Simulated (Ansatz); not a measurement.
## W2C: computed property card

W2C:
```yaml
crystal:
  lattice:
    - [6.46003, 0.00000, 0.00000]
    - [-3.23002, 5.59455, 0.00000]
    - [0.00000, 0.00000, 3.03003]
  atoms:
    - { symbol: W, position: [0.25120, 0.00000, 0.00000] }
    - { symbol: W, position: [0.00000, 0.25120, 0.00000] }
    - { symbol: W, position: [0.74880, 0.74880, 0.00000] }
    - { symbol: W, position: [0.59059, 0.00000, 0.50000] }
    - { symbol: W, position: [0.00000, 0.59059, 0.50000] }
    - { symbol: W, position: [0.40941, 0.40941, 0.50000] }
    - { symbol: C, position: [0.00000, 0.00000, 0.50000] }
    - { symbol: C, position: [0.33333, 0.66667, 0.00000] }
    - { symbol: C, position: [0.66667, 0.33333, 0.00000] }
```

Space group P-62m (No. 189); conventional cell a = b = 6.460 Å, c = 3.030 Å, α = β = 90.00°, γ = 120.00°.

Method: PBE in the plane-wave PAW code Ansatz. Structure relaxed to zero pressure with the same functional. Other levels are named where they apply.

**Cell and energy**

```
Quantity                                                     Result
-----------------------------------------------------  ------------
Volume per atom                                            12.17 Å³
Density                                                 17.27 g/cm³
Formation energy from the elements (no fitted shifts)  0.60 eV/atom
```

**Electronic structure**

```
Item                                                                        Result
------------------------------------  --------------------------------------------
Electronic character                                             metallic (no gap)
Density of states at the Fermi level  0.55 states/eV per atom (mean over ±0.08 eV)
```

**Mechanics**

```
Item                                 Result
----------------------------------  -------
Bulk modulus (Birch–Murnaghan fit)  331 GPa
Pressure derivative B′                  4.4
```

A made-up cell: these elements were put on the sites of a structure type; neither database checked (COD, Materials Project) lists it. Its standing as an ambient phase is unchecked. Symmetry was held in the PBE relaxation; whether a distortion lowers the energy is not shown. No spin polarisation was allowed. The references are the lowest solids computed at this level, not always the standard phases. Spin–orbit coupling is left out wherever it is not named.

Potentials: the later of the program's two PAW sets.
